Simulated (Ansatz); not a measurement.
## 5 guesses for Ta₃N and where they end

Computed with Ansatz, DFT PBE, scalar-relativistic, plane waves, PAW. All cells share a 420 eV cutoff and Γ-centred k meshes spaced at most about 0.3 Å⁻¹ (about 0.25 or finer for metals, 2π included). No spin polarisation in the final relaxations.

Each guess was relaxed in cell and atoms at zero pressure, within the symmetry of its start. These are static total energies at zero pressure. Coordination counts Ta atoms around N (those within 1.25 times the shortest such distance or 1.15 times the sum of covalent radii).

```csv
guess,made from,start group,V start (Å³/atom),end group,V end (Å³/atom),coordination at the end,gap on mesh (eV),E over the lowest end (meV/atom)
1,random cell,P-62m,18.6,?,?,?,?,?
2,random cell,Cmmm,15.5,P4/mmm,18.0,N 4,0,1066
3,random cell,P3m1,15.5,P-6m2,19.5,N 6,0,1166
4,random cell,R-3m,17.5,R-3m,15.0,N 6,0,0
5,a Materials Project cell,P-3m1,15.0,P-3m1,14.9,N 6,0,113
```

Guess 1 as it starts:

```
Ta N
1.0
     4.39548    0.00000    0.00000
    -2.19774    3.80660    0.00000
     0.00000    0.00000    4.45407
Ta N
3 1
Direct
  0.63094 0.00000 0.50000
  0.00000 0.63094 0.50000
  0.36906 0.36906 0.50000
  0.00000 0.00000 0.50000
```

**Question.** Predict the end of this guess and its energy over the lowest end.

**Answer.** It ends in space group P-62m (No. 189), with a = 5.365 Å, c = 2.851 Å, 17.8 Å³/atom and no gap. It lies 0.92 eV/atom over the lowest end, above guess 5 and below guess 2. Counting Ta atoms around N, this end has N 3 and the lowest (guess 4) has N 6.

```cif
data_structure
_symmetry_space_group_name_H-M 'P-62m'
_symmetry_Int_Tables_number 189
_cell_length_a 5.3653
_cell_length_b 5.3653
_cell_length_c 2.8509
_cell_angle_alpha 90.000
_cell_angle_beta 90.000
_cell_angle_gamma 120.000
_cell_volume 71.07
loop_
_atom_site_label
_atom_site_type_symbol
_atom_site_symmetry_multiplicity
_atom_site_Wyckoff_symbol
_atom_site_fract_x
_atom_site_fract_y
_atom_site_fract_z
_atom_site_occupancy
Ta1 Ta 3 g 0.64072 0.00000 0.50000 1
N1 N 1 b 0.00000 0.00000 0.50000 1
```

The zero of energy is the elements' standard structures at the same level (N₂ as a molecule); no fitted shifts are applied.

**Question.** Is the lowest end bound against the elements?

**Answer.** Yes: its formation energy is −0.57 eV/atom. Whether it is stable depends on the other phases of the system, which aren't compared here.

These runs have no spin–orbit coupling, which can matter for Ta. Cells relaxed within their symmetry can be saddle points. Some types were kept out of the candidates beforehand, so the set may lack a known form.
